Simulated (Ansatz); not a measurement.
Task: Name crystals whose computed values (plane-wave PAW PBEsol (Ansatz code)) fall in these windows: gap (eV) 0.61 to 0.80; Θ_D (K) 200 to 290; B₀ by P(V) fit (GPa) 55 to 70.

Result: 

```csv
crystal,gap (eV),Θ_D (K),B₀ by P(V) fit (GPa)
"InP, P4_2/mnm (In on 4g, P on 4f)",0.71,250,60.4
"ZnCdSe2, P3m1 (Zn on 1a, Cd on 1c, Se on 1c, Se on 1a)",0.66,216,56.1
"ZnCdSe2, R3m (Zn on 3a, Cd on 3a, Se on 3a, Se on 3a)",0.63,219,56.6
"ZnCdSe2, P-4m2 (Zn on 1c, Cd on 1a, Se on 2g)",0.73,221,57.9
```
Others may fit too.

Typed or built starts, not in the databases checked: InP, P4_2/mnm (In on 4g, P on 4f). Not the usual ambient phase: InP, P4_2/mnm (In on 4g, P on 4f). Standing as an ambient phase not checked: ZnCdSe2, P3m1 (Zn on 1a, Cd on 1c, Se on 1c, Se on 1a); ZnCdSe2, R3m (Zn on 3a, Cd on 3a, Se on 3a, Se on 3a); ZnCdSe2, P-4m2 (Zn on 1c, Cd on 1a, Se on 2g). All cells were relaxed under the symmetry of their starts (and spin orders); stability against distortions was not tested throughout. Scalar-relativistic: spin–orbit coupling is off unless named, which matters more the heavier the elements.

Potentials: the later of the program's two PAW sets.
